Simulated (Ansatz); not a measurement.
BeSe in space group C2/c (No. 15; Be on 4d, Se on 4e), plane-wave PAW PBE (Ansatz code), all energies at zero smearing, with the estimated change up to a 700 eV cutoff added, with one set of potentials and settings (totals compare only within such a set). Cell of 4 atoms (2 Be, 2 Se): -11124.713 eV.

```tsv
element	reference phase	E (eV/atom)
Be	P6_3/mmc, 2 atoms in the cell	-92.7620
Se	P3_121, 3 atoms in the cell	-5469.0798
```

Formation energy per atom, worked out: (-11124.713 − 2×(-92.7620) − 2×(-5469.0798))/4 = -0.257 eV/atom (-25 kJ per mol of atoms), at 0 K, without zero-point energy or fitted corrections.

The cell is a constructed one: a structure type filled with these elements; neither database checked (COD, Materials Project) lists it. COD files the formula under space group No. 216, so this cell is another polymorph or a model. Its standing as an ambient phase is unchecked. The cell was relaxed with PBE under the symmetry of its start; whether a distortion lowers the energy is not shown. The references are the lowest solids computed at this level, not always the standard phases.

Potentials: the later of the program's two PAW sets.
